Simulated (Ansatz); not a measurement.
A distorted cell of Ta (bcc, W type):

```xyz
2
Lattice="-3.3196 3.3196 3.3196 0.0000 0.0000 3.3196 0.0000 3.3196 0.0000" Properties=species:S:1:pos:R:3 pbc="T T T"
Ta     0.0000     0.0000     0.0467
Ta    -1.6598     1.6598     1.6131
```

These are PBE (plane waves to 420 eV, PAW, scalar-relativistic; Ansatz, an electronic-structure program) values and carry that method's errors. k mesh 20×20×20 (Γ-centred), Fermi-Dirac smearing 0.05 eV. Stress and pressure are positive under compression. With partly filled bands, energies and forces of such displacements shift with the k mesh and the smearing. Spin-orbit coupling is left out, though Ta is heavy. Ta is run without spin polarisation. Ta was relaxed with its symmetry unable to fall.

Question: What forces act on the atoms (eV/Å, Cartesian)?

Answer: 
```tsv
atom	Fx	Fy	Fz
Ta1	0.000	0.000	-0.812
Ta2	0.000	0.000	0.812
```

Question: What is the stress tensor (GPa)?

Answer: 
```
    0.7      0.0      0.0
    0.0      0.7      0.0
    0.0      0.0      0.1
```
The pressure, a third of the trace, is 0.5 GPa.

(For displaced atoms, the force is minus the slope of the energy, and its curvature is a force constant, which sets phonon frequencies.)
